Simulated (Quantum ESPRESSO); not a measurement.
Field gradients of CdS from PBE PAW (JTH datasets; density from pw.x of a modified build of Quantum ESPRESSO, gradients reconstructed from it by a script), 20 Ha, k-mesh 6×6×4 through Γ:

```
CdS
1.0
    4.13700     0.00000     0.00000
   -2.06850     3.58275     0.00000
    0.00000     0.00000     6.71440
Cd S
2 2
Direct
  0.66667   0.33333   0.99895
  0.33333   0.66667   0.49895
  0.66667   0.33333   0.37605
  0.33333   0.66667   0.87605
```
The cell was made here from an entry of the Crystallography Open Database (unchecked): atoms relaxed with PBE in the measured cell (PBE without dispersion, pw.x of Quantum ESPRESSO, symmetry kept).  Stability against distortions was not tested.

Vzz is the sum of three terms, each taken along its main axis: the smooth valence density, the ions (nucleus and frozen core) with the augmentation charges of all other spheres, and the all-electron minus smooth density in the atom's own sphere. The split hangs on the datasets.  Cores are frozen. Cd had no test against all-electron runs.

```csv
site,smooth valence density,ions and other spheres,own sphere,Vzz (a.u.)
"Cd (atoms 1, 2)",-0.004,0.003,___,___
```

### Question
Complete the blanks.

### Answer

- Cd (atoms 1, 2), own sphere: 0.035
- Cd (atoms 1, 2), Vzz (a.u.): 0.034
